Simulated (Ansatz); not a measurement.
IrPtN₂:
```cif
data_Ir3N6Pt3
_chemical_formula_sum 'Ir3 Pt3 N6'
_space_group_name_H-M_alt 'R-3m :H'
_space_group_IT_number 166
_space_group_name_Hall '-R 3 2"'
_cell_length_a 2.92653
_cell_length_b 2.92653
_cell_length_c 18.63424
_cell_angle_alpha 90.000
_cell_angle_beta 90.000
_cell_angle_gamma 120.000
loop_
_atom_site_label
_atom_site_type_symbol
_atom_site_symmetry_multiplicity
_atom_site_Wyckoff_symbol
_atom_site_fract_x
_atom_site_fract_y
_atom_site_fract_z
_atom_site_occupancy
Ir1 Ir 3 b 0.00000 0.00000 0.50000 1
Pt1 Pt 3 a 0.00000 0.00000 0.00000 1
N1 N 6 c 0.00000 0.00000 0.10504 1
```
(The calculation used a cell of 4 atoms; values per cell refer to that cell.)

Relaxed with PBEsol.

Question: Decompose the optical modes at the zone centre into irreducible representations, and say which are infrared and Raman allowed.

Answer: Point group -3m: Γ_opt = A1g + 2A2u + Eg + 2Eu. Infrared: A2u, Eu. Raman: A1g, Eg.

Question: Assign frequencies (DFPT, PBEsol (plane waves, PAW; program Ansatz)).

Answer: Eu 107, A2u 221, Eu 363, Eg 433, A2u 617, A1g 724 cm⁻¹.

The start of the workflow was typed in or built on a structure type; neither database checked (COD, Materials Project) lists it. Its standing as an ambient phase is unchecked. The PBEsol relaxation kept the symmetry of its start; whether a distortion lowers the energy is not shown. The workflow began spin-polarised and lost its moments. Its formation energy is positive at this level, so the cell may be metastable or incomplete. As this level gives no gap, phonon frequencies hold no LO–TO term and depend on the k-mesh and smearing (Fermi–Dirac, 0.1 eV here). Spin–orbit coupling is left out wherever it is not named.

Potentials: the later of the program's two PAW sets.
